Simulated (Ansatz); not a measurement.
# Data sheet: TePd (DFT)

TePd:
```xyz
4
Lattice="4.1286 0.0000 0.0000 -2.0643 3.5755 0.0000 0.0000 0.0000 5.5628" Properties=species:S:1:pos:R:3 pbc="T T T"
Te     0.0000     2.3836     1.3907
Te     2.0643     1.1918     4.1721
Pd     0.0000     0.0000     0.0000
Pd     0.0000     0.0000     2.7814
```

Space group P6_3/mmc (No. 194), NiAs type; conventional cell a = b = 4.1286 Å, c = 5.5628 Å, α = β = 90.00°, γ = 120.00°.

Method: DFT-LDA in the program Ansatz with PAW potentials. Geometry: relaxed at this level of theory. Other levels are named where they apply.

### Cell and energy

| Property | Value |
|---|---|
| Volume per atom | 20.53 Å³ |
| Density | 9.46 g/cm³ |
| Formation energy from the elements (no fitted shifts) | -0.38 eV/atom |

### Electronic structure

| Property | Value |
|---|---|
| Electronic character | metallic (no gap) |
| Density of states at the Fermi level | 0.46 states/eV per atom (mean over ±0.08 eV) |

### Mechanics

| Quantity | Value |
|---|---|
| Bulk modulus (Birch–Murnaghan fit) | 126 GPa |
| Pressure derivative B′ | 5.1 |
| Elastic constants (relaxed ions, GPa) | C11 = 164, C12 = 121, C13 = 94.4, C33 = 185, C44 = 23.4 |
| Mechanical stability | stable (all eigenvalues of C positive) |
| Hill bulk and shear moduli | 126 and 26.1 GPa |
| Young's modulus | 73.1 GPa |
| Poisson's ratio | 0.40 |
| Debye temperature from the elastic constants | 204 K |

### Phonons

| Item | Value |
|---|---|
| Highest zone-centre frequency | 191 cm^-1 |
| Zone-centre stability | no imaginary mode at Γ |

The first step of the workflow began from a Materials Project structure, measured or hypothetical; the Crystallography Open Database files this formula in space group No. 194, but the cells were not matched. Whether it is the stable phase at ambient conditions was not checked. Symmetry was held in the LDA relaxation. The run is not spin-polarised. As this level gives no gap, shear constants depend on the k-mesh and smearing (Fermi–Dirac, 0.1 eV here). As this level gives no gap, phonon frequencies hold no LO–TO term and depend on the k-mesh and smearing (Fermi–Dirac, 0.1 eV here). The references are the lowest solids computed at this level, not always the standard phases. Spin–orbit coupling is left out wherever it is not named.

Potentials: the later of the program's two PAW sets.
